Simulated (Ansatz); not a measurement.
GeSe:
```
GeSe
1.0
    3.70959     0.00000     0.00000
    0.00000     3.70959     0.00000
    0.00000     0.00000     7.62277
Ge Se
2 2
Direct
  0.00000   0.50000   0.00000
  0.50000   0.00000   0.50000
  0.00000   0.00000   0.25000
  0.00000   0.00000   0.75000
```

Relaxed with PBE. Special points in fractions of this cell's reciprocal vectors: Γ (0.000, 0.000, 0.000); X (0.000, 0.500, 0.000); M (0.500, 0.500, 0.000); Z (0.000, 0.000, 0.500); R (0.000, 0.500, 0.500); A (0.500, 0.500, 0.500).

Task: List the band energies nearest the Fermi level at these points for plane-wave PAW PBE (Ansatz code).

Result: In eV from the Fermi level; about four levels below and three above (degenerate sets whole), none deeper than 8.9 eV; points with the same levels are listed once.

```csv
k,below,above
Γ,-2.30 -2.30 -0.93 -0.93,0.55 2.05 2.05
X,-2.39 -2.22 -1.76 -0.58,1.40 2.94 3.90
M,-1.30 -1.17 -1.17 -0.21,1.62 3.98 4.70 4.70
Z,-1.44 -1.44 -1.07 -1.07,3.09 3.09 3.37 3.37
R,-1.67 -1.27 -0.92 -0.75,0.18 2.59 2.95
A,-0.85 -0.85 -0.58 -0.58,2.99 2.99 5.25 5.25
```

Space group P4_2/mmc. The cell is a constructed one: a structure type filled with these elements; neither database checked (COD, Materials Project) lists it. It is not the phase usual at ambient conditions (space group No. 62). Symmetry was held in the PBE relaxation; whether a distortion lowers the energy is not shown. Scalar-relativistic: spin–orbit coupling is off unless named, which matters more the heavier the elements.

Potentials: the later of the program's two PAW sets.
